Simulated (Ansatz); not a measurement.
Data:

BP:
```
CELL_PARAMETERS angstrom
      3.15843     0.00000     0.00000
     -1.57921     2.73528     0.00000
      0.00000     0.00000     5.24156
ATOMIC_POSITIONS crystal
  B  0.66667 0.33333 0.50048
  B  0.33333 0.66667 0.00048
  P  0.66667 0.33333 0.87452
  P  0.33333 0.66667 0.37452
```

This is the LDA-relaxed structure. Cartesian axes are those of the cell as given.

Q: All from plane-wave PAW LDA (Ansatz code), unless another level is named. Estimate the band gap.

A: 0.79 eV (indirect).

Q: Give the hole effective mass, band 2 of 2 at the edge.

A: 0.21 along x, 0.58 along z (mₑ).

Q: And the conduction-band minimum?

A: at K (2 equivalent valleys).

Q: Predict the weight of the valence-edge state by species (Voronoi cells).

A: B 58 %, P 42 %.

Space group P6_3mc (wurtzite). The workflow started from a Materials Project entry (that database holds measured and hypothetical structures alike); the Crystallography Open Database copy checked does not list it. It is not the phase usual at ambient conditions (space group No. 216). The LDA relaxation kept the symmetry of its start; phonons on a q-mesh show no instability.

Potentials: the earlier of the program's two PAW sets.
